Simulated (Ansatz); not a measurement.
LiCl:
```xyz
2
Lattice="0.0000 2.5562 2.5562 2.5562 0.0000 2.5562 2.5562 2.5562 0.0000" Properties=species:S:1:pos:R:3 pbc="T T T"
Li     0.0000     0.0000     0.0000
Cl     2.5562     2.5562     2.5562
```

Cartesian axes are those of the cell as given.

**Question.** Give the high-frequency dielectric tensor and the Born effective charge tensors of the independent atoms from DFPT, r²SCAN (plane waves, PAW; program Ansatz).

**Answer.** 
ε∞:
```
2.83  0.00  0.00
0.00  2.83  0.00
0.00  0.00  2.83
```
Z* of atom 1 (Li), rows: field, columns: displacement, in e:
```
1.17  0.00  0.00
0.00  1.17  0.00
0.00  0.00  1.17
```
Z* of atom 2 (Cl), rows: field, columns: displacement, in e:
```
-1.17   0.00   0.00
 0.00  -1.17   0.00
 0.00   0.00  -1.17
```

Static charges for comparison (Bader): Li1 +0.91, Cl2 -0.91 e. Born charges measure polarisation by displacement and can exceed these by far.

Space group Fm-3m (rock salt). Symmetry was held in the r²SCAN relaxation.

Potentials: the later of the program's two PAW sets.
